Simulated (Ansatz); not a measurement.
YSiPd in space group Pmmn (No. 59; Pearson symbol oP24), DFT-PBE in the program Ansatz with PAW potentials, all energies at zero smearing, with the estimated change up to a 700 eV cutoff added, with one set of potentials and settings (totals compare only within such a set). Cell of 24 atoms (8 Y, 8 Si, 8 Pd): -91683.022 eV.

```csv
element,reference phase,E (eV/atom)
Y,"P6_3/mmc, 2 atoms in the cell",-3848.6668
Si,"Fd-3m, 2 atoms in the cell",-635.8096
Pd,"Fm-3m, 1 atoms in the cell",-6972.8544
```

Formation energy per atom, worked out: (-91683.022 − 8×(-3848.6668) − 8×(-635.8096) − 8×(-6972.8544))/24 = -1.016 eV/atom (-98 kJ per mol of atoms), at 0 K, without zero-point energy or fitted corrections.

The first step of the workflow began from a Materials Project structure, measured or hypothetical; the Crystallography Open Database copy checked does not list it. With Si and Pd taken as one species the cell has the higher symmetry Imma, so it may be an ordered model of a mixed-site phase. Its standing as an ambient phase is unchecked. The PBE relaxation kept the symmetry of its start; whether a distortion lowers the energy is not shown. The run is not spin-polarised. The references are the lowest solids computed at this level, not always the standard phases.

Potentials: the later of the program's two PAW sets.
